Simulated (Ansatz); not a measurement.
Cs₂PdCl₄: reading a single point

```
CELL_PARAMETERS angstrom
7.37015 0.00000 0.00000
0.00000 7.37015 0.00000
0.00000 0.00000 4.27960
ATOMIC_POSITIONS crystal
Cl 0.23214 0.23214 0.00000
Cl 0.76786 0.23214 0.00000
Cl 0.76786 0.76786 0.00000
Cl 0.23214 0.76786 0.00000
Cs 0.00000 0.50000 0.50000
Cs 0.50000 0.00000 0.50000
Pd 0.00000 0.00000 0.00000
```

Level: PBEsol, no spin polarisation; 420 eV; 4×4×6 Γ-centred mesh; fermi-dirac occupations (width 0.1 eV); Ansatz 0.2.0, fixed geometry.

Question: Is it stable against the elements?

Answer: -1.41 eV an atom against the elements' usual phases (free molecules for gases, crystals otherwise, with no correction for O₂ or N₂), so it is bound against them; other compounds may still compete. Relaxing would lower it.

Question: What is the character of the valence top and the conduction bottom?

Answer: Within 0.7 eV of the edges, the states project mainly on Pd d (66 %) and Cl p (31 %) below the gap and on Cl p (52 %) and Pd d (44 %) above it.

Question: Which atom feels the largest force, and which way?

Answer: The largest is on Cl1 (and as large on other atoms): 1.10 eV/Å, components (-0.78, -0.78, 0.00). It makes 0° with the line to a nearest neighbour, Pd7 at 2.42 Å, pointing towards it.

Question: What is the band gap?

Answer: The gap is 1.13 eV, indirect (the least direct gap found is 1.17 eV).

Question: Is the cell too large or too small?

Answer: The pressure is -0.9 GPa (compression positive), so with the atoms held at these fractions the cell would first shrink; the forces are large, so a full relaxation may end otherwise. The principal stresses -2.4, -2.4, 1.9 GPa differ, so its shape would change too.

Question: How is the charge shared?

Answer: Bader charges in e: Cs +0.83, Pd +0.55, Cl -0.55. In the mean Cs gives up most and Cl takes most.

Question: What do density and ELF say about some of the short contacts?

Answer: Cl–Pd at 2.42 Å: least valence density 0.49 e/Å³ and ELF 0.23 there. Cs–Cl at 3.38 Å: least valence density 0.10 e/Å³ and ELF 0.07 there, a closed-shell (ionic or weak) contact. Both are smooth PAW fields, read partly inside the augmentation spheres.

Origin: a known structure type with other elements, at an estimated volume, so it need not be a known compound. Caveats: the exchange-correlation potential is rough where the density is thin.
